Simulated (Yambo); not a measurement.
Yambo run on GaN (wurtzite, space group P6_3mc, No. 186) under isotropic strain of -3 % on all lattice vectors. The wavefunctions come from this Quantum ESPRESSO step (PBE, PseudoDojo stringent norm-conserving files, scalar-relativistic):

```
&CONTROL
  calculation = 'nscf'
  pseudo_dir = './pseudo'
  outdir = './out'
/
&SYSTEM
  ibrav = 0
  nat = 4
  ntyp = 2
  ecutwfc = 114.0
  ecutrho = 456.0
  occupations = 'fixed'
  force_symmorphic = .true.
  nbnd = 216
/
&ELECTRONS
  conv_thr = 4e-09
  diago_full_acc = .true.
  diago_thr_init = 1e-08
/
ATOMIC_SPECIES
N 14.0070 N.upf
Ga 69.7230 Ga.upf
CELL_PARAMETERS angstrom
  3.088283468933   0.000000000000   0.000000000000
 -1.544141734467   2.674531938184   0.000000000000
  0.000000000000   0.000000000000   5.031095684344
ATOMIC_POSITIONS crystal
N   0.666666667000   0.333333333000   0.875732971400
N   0.333333333667   0.666666666333   0.375732971400
Ga   0.666666667000   0.333333333000   0.499267028600
Ga   0.333333333667   0.666666666333   0.999267028600
K_POINTS automatic
6 6 2 0 0 0
```

Yambo input:

```
rim_cut
gw0
dyson
el_el_corr
HF_and_locXC
ppa
em1d
RandQpts= 1000000
RandGvec= 1 Ry
EXXRLvcs= 114 Ry
VXCRLvcs= 456 Ry
Chimod= "HARTREE"
% BndsRnXp
 9 | 215 |
%
NGsBlkXp= 15 Ry
% LongDrXp
 1.0 | 1.0 | 1.0 |
%
PPAPntXp= 27.2114 eV
% GbndRnge
 1 | 215 |
%
GTermKind= "BG"
DysSolver= "n"
ExtendOut
% QPkrange
 1 | 1 | 26 | 27 |
 2 | 2 | 26 | 27 |
 14 | 14 | 26 | 27 |
%
```

k points by index: 1 = Γ, 2 = A, 14 = H.

The o-*.qp file then holds:

```
#    K-point    Band    Eo [eV]    E [eV]    E-Eo [eV]    Vxc [eV]    Vnlxc [eV]    Sc|Eo [eV]    Sc|E [eV]    dSc/dw|Eo [eV]    Re(Z)    Im(Z)
#
    1    26    0.000000    -0.702414    -0.702414    -19.77271    -23.34720    2.696655    2.872069    -6.794779    0.800189    -0.001008
    1    27    2.579445    2.986216    0.406771    -14.35911    -9.953235    -3.911725    -3.999100    -5.844140    0.823201    -0.895578E-3
    2    26    -0.588368    -1.365865    -0.777496    -19.16099    -22.96414    2.831453    3.025655    -6.796132    0.800157    -0.001022
    2    27    4.892576    5.488642    0.596066    -14.71049    -9.594150    -4.390869    -4.520270    -5.906641    0.821648    -0.920494E-3
    14    26    -1.661154    -2.532105    -0.870951    -17.88827    -21.99440    3.015243    3.235177    -6.870774    0.798404    -0.001063
    14    27    7.027403    7.632841    0.605438    -13.94098    -8.492162    -4.723065    -4.843379    -5.406727    0.834241    -0.928658E-3
```
(The two width columns are left out.) Convergence of these settings isn't established.

Spin-orbit coupling is not included.

Geometry strained from the cell relaxed with PBEsol, atoms relaxed again.
